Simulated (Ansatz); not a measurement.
SiC (4H polytype), relaxed with r2SCAN in Ansatz: it is hexagonal, P6_3mc (No. 186); a = 3.078 Å, c = 10.077 Å in the conventional setting, 10.33 Å³ an atom. Around Si lie 4 C at 1.88–1.89 Å; around Si lie 4 C at 1.89 Å; around C lie 4 Si at 1.89 Å; around C lie 4 Si at 1.88–1.89 Å. It was then strained (isotropic on every length), atoms relaxed again within the symmetry left. Unstrained, HSE06 gives 3.140 eV (Γ → M, 6×6×2 mesh), and the band edges keep their places in every row. Stress is positive in compression. Spin-unpolarised throughout; all numbers are computed.

Axes as in this cell:
```
Si C
1.0
     3.07756    0.00000    0.00000
    -1.53878    2.66524    0.00000
     0.00000    0.00000   10.07672
Si C
4 4
Direct
  0.00000 0.00000 0.99986
  0.33333 0.66667 0.24991
  0.00000 0.00000 0.49986
  0.66667 0.33333 0.74991
  0.00000 0.00000 0.18728
  0.33333 0.66667 0.43795
  0.00000 0.00000 0.68728
  0.66667 0.33333 0.93795
```

```tsv
strain (%)	ln(V/V₀)	ΔE_g, HSE06 (eV)	Δpressure, r2SCAN (GPa)
-3.0	-0.0914	+0.039	+24.79
-1.0	-0.0302	+0.015	+7.28
+1.0	+0.0299	-0.016	-6.41
+2.0	+0.0594	-0.035	-12.04
+3.0	+0.0887	-0.054	-16.97
```

(1) Fit ΔE_g = a x + b x² to these rows by least squares, with x = ln(V/V₀).

(2) Fit the change of pressure in the same way.

(3) Predict the withheld row at -2.0 % (x = -0.0606).

Answers

(1) The normal equations take Σx² = 2.156e-02, Σx³ = 1.431e-04, Σx⁴ = 1.458e-04, ΣxΔE = -1.136e-02 and Σx²ΔE = -2.232e-04, and give a = -0.52 eV, b = -1.0 eV; the largest residual is 0.000 eV. a is the volume deformation potential of this gap.

(2) Δpressure = -230.2 x + (446) x² GPa. So B₀ = 230.2 GPa and B′ ≈ 2 × 446/230.2 = 3.9; two terms over so wide a range bias B₀ by a few per cent and B′ by more; the gap's pressure coefficient at zero is −a/B₀ = +2 meV/GPa, with HSE06's a and r2SCAN's B₀. With the axis ratios held, these aren't quite the hydrostatic values.

(3) ΔE_g ≈ -0.52 × (-0.0606) + (-1.0) × (-0.0606)² = +0.028 eV, and Δpressure ≈ +15.59 GPa. The runs give +0.027 eV and +15.51 GPa, off by -0.001 eV and -0.08 GPa.

The meshes of the hybrids are coarse, so their gaps aren't converged to the digits shown.
